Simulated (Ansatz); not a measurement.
Thermal properties of Ti$_{4}$N$_{3}$O from its phonons

The calculation used DFT PBE, scalar-relativistic, plane waves, PAW (Ansatz 0.2.0). Settings: 420 eV plane-wave cutoff, Γ-centred 10×10×10 mesh, Fermi-Dirac smearing of 0.15 eV. No spin polarisation. Phonons by linear response, acoustic sum rule imposed.

The cell, relaxed at this level:
```
Ti N O
1.0
     4.25662    0.00000    0.00000
     0.00000    4.25662    0.00000
     0.00000    0.00000    4.25662
Ti N O
4 3 1
Cartesian
  0.0000 0.0000 0.0000
  2.1283 0.0000 2.1283
  0.0000 2.1283 2.1283
  2.1283 2.1283 0.0000
  0.0000 2.1283 0.0000
  2.1283 0.0000 0.0000
  0.0000 0.0000 2.1283
  2.1283 2.1283 2.1283
```

The structure comes from a generated guess, relaxed at this level; another structure or a mixture of phases may lie lower. In a metal, frequencies and elastic constants depend on the k mesh and the smearing, soft modes and shear constants most. The q mesh is coarse, so values between its points are rough.

Force constants from linear response on a 2×2×2 q mesh, interpolated to a fine mesh.

(1) What is the zero-point energy per atom?

(2) How large are the vibrational entropy and heat capacity at 300 K?

(3) Tabulate them against temperature.

## Answers

(1) 65.1 meV.

(2) S = 2.13 k_B and C_V = 2.34 k_B per atom, 78 % of the Dulong–Petit value.

(3)
```tsv
T (K)	F_vib (meV/atom)	S (k_B/atom)	C_V (k_B/atom)
100	64.3	0.37	0.83
200	57.3	1.28	1.83
300	42.5	2.13	2.34
400	21.0	2.84	2.59
500	-6.1	3.43	2.73
600	-38.0	3.94	2.80
700	-73.8	4.37	2.85
800	-113.2	4.76	2.89
900	-155.7	5.10	2.91
1000	-201.0	5.41	2.93
```
